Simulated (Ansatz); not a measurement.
Relaxation of a relaxed WS2 cell, doubled along one cell vector, shaken by Gaussian noise of σ = 0.08 Å a coordinate; 12 atoms in the cell, which starts as P1 (No. 1), aP12; a = 3.247 Å, b = 5.831 Å, c = 11.663 Å, α = 90.00°, β = 90.00°, γ = 90.00°. Calculation: r2SCAN (plane waves to 500 eV, PAW, scalar-relativistic; Ansatz, a first-principles code). Γ-centred k-mesh 2×4×7 on the run's cell (coarser than for final values), Fermi–Dirac smearing 0.05 eV. This is the first round of the run. 

The optimiser's lines from the output (shortened; P is positive under compression):

```
relax step   1: F+E_penalty+E_count = -48843.82873517 eV  Δ(F+E_penalty+E_count) = +0.000e0 eV  max|allowed force component| = 2.577e0 eV/Å  Δτ_max = 0.0000 Å  P = +3.418 GPa  Ω = 220.826 Å³  (13 SCF iters, dr2 threshold 1.00e-7 eV, accepted)
relax step   2: F+E_penalty+E_count = -48845.02893525 eV  Δ(F+E_penalty+E_count) = -1.200e0 eV  max|allowed force component| = 7.328e-1 eV/Å  Δτ_max = 0.1948 Å  P = +0.046 GPa  Ω = 221.621 Å³  (10 SCF iters, dr2 threshold 1.20e-6 eV, accepted)
relax step   3: F+E_penalty+E_count = -48845.21622686 eV  Δ(F+E_penalty+E_count) = -1.873e-1 eV  max|allowed force component| = 3.071e-1 eV/Å  Δτ_max = 0.2000 Å  P = -0.429 GPa  Ω = 221.149 Å³  (10 SCF iters, dr2 threshold 1.20e-6 eV, accepted)
relax step   4: F+E_penalty+E_count = -48845.29329147 eV  Δ(F+E_penalty+E_count) = -7.706e-2 eV  max|allowed force component| = 1.278e-1 eV/Å  Δτ_max = 0.0957 Å  P = -0.248 GPa  Ω = 219.376 Å³  (7 SCF iters, dr2 threshold 1.20e-6 eV, accepted)
relax step   5: F+E_penalty+E_count = -48845.46191057 eV  Δ(F+E_penalty+E_count) = -1.686e-1 eV  max|allowed force component| = 5.000e-1 eV/Å  Δτ_max = 0.1961 Å  P = -1.344 GPa  Ω = 216.025 Å³  (9 SCF iters, dr2 threshold 1.20e-6 eV, accepted)
relax step   6: F+E_penalty+E_count = -48845.52712282 eV  Δ(F+E_penalty+E_count) = -6.521e-2 eV  max|allowed force component| = 6.549e-1 eV/Å  Δτ_max = 0.1951 Å  P = -2.724 GPa  Ω = 210.952 Å³  (9 SCF iters, dr2 threshold 1.20e-6 eV, accepted)
relax step   7: F+E_penalty+E_count = -48845.59587063 eV  Δ(F+E_penalty+E_count) = -6.875e-2 eV  max|allowed force component| = 2.369e-1 eV/Å  Δτ_max = 0.0896 Å  P = +0.923 GPa  Ω = 208.293 Å³  (9 SCF iters, dr2 threshold 1.20e-6 eV, accepted)
relax step   8: F+E_penalty+E_count = -48845.62426151 eV  Δ(F+E_penalty+E_count) = -2.839e-2 eV  max|allowed force component| = 1.139e-1 eV/Å  Δτ_max = 0.0421 Å  P = +0.843 GPa  Ω = 206.761 Å³  (8 SCF iters, dr2 threshold 1.20e-6 eV, accepted)
relax step   9: F+E_penalty+E_count = -48845.63451649 eV  Δ(F+E_penalty+E_count) = -1.025e-2 eV  max|allowed force component| = 2.708e-2 eV/Å  Δτ_max = 0.0328 Å  P = -0.008 GPa  Ω = 206.965 Å³  (8 SCF iters, dr2 threshold 1.20e-6 eV, accepted)
relax step  10: F+E_penalty+E_count = -48845.63489129 eV  Δ(F+E_penalty+E_count) = -3.748e-4 eV  max|allowed force component| = 1.762e-3 eV/Å  Δτ_max = 0.0039 Å  P = +0.001 GPa  Ω = 206.968 Å³  (7 SCF iters, dr2 threshold 5.47e-8 eV, accepted)
relax step  11: F+E_penalty+E_count = -48845.63298172 eV  Δ(F+E_penalty+E_count) = +1.910e-3 eV  max|allowed force component| = 1.743e-3 eV/Å  Δτ_max = 0.0000 Å  P = -0.002 GPa  Ω = 206.968 Å³  stress off target by 1.14e-2 GPa  SCF on the basis re-selected at this cell (its energy is not comparable with the rows above)  (8 SCF iters)
```

From the first to the last row the energy changes by -0.15 eV/atom and the volume by -6.3 %. The last row is marked as not comparable with the walk above it, whose basis was carried along; it does compare with step 1, since both stand on a basis selected at the nominal cutoff for their own cell.

Later rounds, restarted from the end of this one on a renewed k-mesh, logged 14 more steps and released under 0.01 eV/atom more. The final structure after all rounds: Pnnm (No. 58), oP6, AFLOW prototype AB2_oP6_58_a_g (as in Fe2C); a = 5.4122 Å, b = 5.9948 Å, c = 3.1909 Å, α = β = γ = 90.00°. Between re-selections the logged energies stand on a plane-wave basis carried along with the cell. No spin polarisation in the result.

The relaxed structure here is a generated cell of WS2: the first start was made by placing the elements on the sites of a structure type, and the end was not matched to a known phase here, so it may be hypothetical. Known forms of WS2 include space group No. 194.
